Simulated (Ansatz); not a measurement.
Input:

Ge:
```cif
data_Ge4
_chemical_formula_sum 'Ge4'
_space_group_name_H-M_alt 'P 1'
_space_group_IT_number 1
_cell_length_a 5.30126
_cell_length_b 5.30126
_cell_length_c 5.30126
_cell_angle_alpha 60.000
_cell_angle_beta 60.000
_cell_angle_gamma 60.000
loop_
_space_group_symop_operation_xyz
  'x, y, z'
loop_
_atom_site_label
_atom_site_type_symbol
_atom_site_fract_x
_atom_site_fract_y
_atom_site_fract_z
_atom_site_occupancy
Ge1 Ge 0.12500 0.12500 0.12500 1
Ge2 Ge 0.62500 0.12500 0.12500 1
Ge3 Ge 0.12500 0.12500 0.62500 1
Ge4 Ge 0.12500 0.62500 0.12500 1
```

This is the r²SCAN-relaxed structure.

Q: All from plane-wave PAW r²SCAN (Ansatz code), unless another level is named. Predict the Young's modulus.

A: 42.0 GPa.

Q: And the elastic constants (relaxed ions, GPa)?

A: C11 = 53.7, C12 = 46.4, C44 = 36.1.

Space group Fd-3m. The workflow started from an entry of the Crystallography Open Database (COD). Its sites differ from those of the usual phase in this space group: another stacking or structure type. The r²SCAN relaxation kept the symmetry of its start; of distortions, only those at the zone centre were tested, and some modes there are weakly imaginary. The volume moved by 134 % from the start of the relaxation. As this level gives no gap, shear constants depend on the k-mesh and smearing (Fermi–Dirac, 0.1 eV here).

Potentials: the later of the program's two PAW sets.
